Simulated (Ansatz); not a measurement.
Lu3TlC:
```yaml
crystal:
  lattice:
    - [4.74973, 0.00000, 0.00000]
    - [0.00000, 4.74973, 0.00000]
    - [0.00000, 0.00000, 4.74973]
  atoms:
    - { symbol: Lu, position: [0.50000, 0.00000, 0.50000] }
    - { symbol: Lu, position: [0.00000, 0.50000, 0.50000] }
    - { symbol: Lu, position: [0.50000, 0.50000, 0.00000] }
    - { symbol: Tl, position: [0.00000, 0.00000, 0.00000] }
    - { symbol: C, position: [0.50000, 0.50000, 0.50000] }
```

Relaxed with r²SCAN. Special points in fractions of this cell's reciprocal vectors: Γ (0.000, 0.000, 0.000); X (0.000, 0.500, 0.000); M (0.500, 0.500, 0.000); R (0.500, 0.500, 0.500).

**Question.** List the band energies nearest the Fermi level at these points for plane-wave PAW r²SCAN (Ansatz code).

**Answer.** In eV from the Fermi level; about four levels below and three above (degenerate sets whole), none deeper than 8.9 eV; points with the same levels are listed once.

| k | below | above |
|---|---|---|
| Γ | -0.95 -0.95 -0.95 -0.46 -0.46 | 0.18 0.18 0.18 |
| X | -1.33 -1.33 -0.69 -0.69 | 0.55 1.12 2.32 |
| M | -1.98 -1.59 -1.59 -0.86 | 1.96 2.06 2.06 |
| R | -4.26 -4.26 -4.26 -1.06 -1.06 -1.06 | 1.75 1.75 1.75 |

Space group Pm-3m (anti-perovskite). The workflow started from a Materials Project entry (that database holds measured and hypothetical structures alike); the Crystallography Open Database copy checked does not list it. Whether it is the stable phase at ambient conditions was not checked. Symmetry was held in the r²SCAN relaxation; whether a distortion lowers the energy is not shown. Spin–orbit coupling is left out wherever it is not named.

Potentials: the later of the program's two PAW sets.
